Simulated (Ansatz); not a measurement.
All numbers below come from DFT PBEsol, scalar-relativistic, plane waves, PAW (Ansatz).

Settings: cutoff 420 eV, Γ-centred mesh 12×12×8 on the computed 4-atom cell, Gaussian smearing of 0.10 eV; no spin polarisation.

```
CELL_PARAMETERS angstrom
3.35888 0.00929 0.02678
-1.67139 2.91752 -0.04234
0.04167 -0.05203 5.21962
ATOMIC_POSITIONS crystal
Hf 0.63978 0.34442 0.78450
Hf 0.36022 0.65558 0.21550
C 0.00000 0.00000 0.00000
C 0.00000 0.00000 0.50000
```

Question: Is this geometry at equilibrium? Which atom feels the largest force?

Answer: It isn't. Atom 1 (Hf) feels (2.03, -0.81, -5.82) eV/Å, 6.215 eV/Å in size, and symmetry-related atoms feel the same size.

Question: Give all forces and the stress.

Answer:
| atom | Fx | Fy | Fz |
| --- | --- | --- | --- |
| Hf1 | 2.032 | -0.815 | -5.817 |
| Hf2 | -2.032 | 0.815 | 5.817 |
| C3 | 0.000 | 0.000 | 0.000 |
| C4 | 0.000 | 0.000 | 0.000 |
Stress (GPa, compression positive):
```
 -3.08   0.24 -10.31
  0.24  -2.64   5.03
-10.31   5.03  -1.90
```

Spin–orbit coupling is left out, which can shift energies with elements as heavy as these.

This form isn't the usual stable structure of the compound.